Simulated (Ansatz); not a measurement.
SiC (zinc blende) is sheared across one {111} plane, shuffle cut: the third cell vector gains the shift, so faults repeat every 7.5 Å. The cut lies between planes 1.89 Å apart; the cell height is held.

```
SiC
1.0
    3.08039     0.00000     0.00000
    1.54020     2.66770     0.00000
    0.00000     0.00000     7.54539
C Si
3 3
Cartesian
  3.08039   1.77847   6.60222
  1.54020   0.88923   1.57196
  0.00000   0.00000   4.08709
  0.00000   0.00000   5.97344
  3.08039   1.77847   0.94317
  1.54020   0.88923   3.45831
```

In-plane vectors a = (3.080, 0.000) Å, b = (1.540, 2.668) Å, area 8.22 Å². The shift is s times the vector a + b (length 5.335 Å), so s = 1 restores the start. Atoms relax along the normal only. γ = [E(shift) − E(0)] / area.

Method: r2SCAN (plane waves to 500 eV, PAW, scalar-relativistic; Ansatz, an electronic-structure program). k mesh 10×10×4 (Γ-centred), Fermi-Dirac smearing 0.05 eV. Energies are extrapolated to zero smearing. Stress and pressure are positive under compression. As the smearing reaches across the gap at some points, the k mesh leaves noise in γ, roughly 0.02 J/m² as judged from a few cases. Faults lie only 7.5 Å apart, and holding the cell height raises γ above its relaxed value. SiC was relaxed with its symmetry unable to fall. γ is measured from zero shift.

```json
[
 {"s": "0.000", "γ (J/m²)": "0.00", "σ normal to the fault (GPa)": "0.0"},
 {"s": "0.083", "γ (J/m²)": "0.69", "σ normal to the fault (GPa)": "___"},
 {"s": "0.167", "γ (J/m²)": "___", "σ normal to the fault (GPa)": "6.6"},
 {"s": "0.250", "γ (J/m²)": "___", "σ normal to the fault (GPa)": "15.8"},
 {"s": "0.333", "γ (J/m²)": "6.13", "σ normal to the fault (GPa)": "20.5"},
 {"s": "0.417", "γ (J/m²)": "5.32", "σ normal to the fault (GPa)": "15.9"},
 {"s": "0.500", "γ (J/m²)": "4.20", "σ normal to the fault (GPa)": "7.1"},
 {"s": "0.583", "γ (J/m²)": "3.87", "σ normal to the fault (GPa)": "3.1"},
 {"s": "0.667", "γ (J/m²)": "4.03", "σ normal to the fault (GPa)": "3.8"},
 {"s": "0.750", "γ (J/m²)": "3.54", "σ normal to the fault (GPa)": "1.6"},
 {"s": "0.833", "γ (J/m²)": "2.07", "σ normal to the fault (GPa)": "-0.1"},
 {"s": "0.917", "γ (J/m²)": "0.60", "σ normal to the fault (GPa)": "0.0"}
]
```

### Question
Fill in the missing entries.

### Answer

- 0.083, σ normal to the fault (GPa): 1.1
- 0.167, γ (J/m²): 2.71
- 0.250, γ (J/m²): 5.05

(The slope of γ gives the shear force per area between the displaced halves; near zero shift its curvature is an elastic stiffness.)
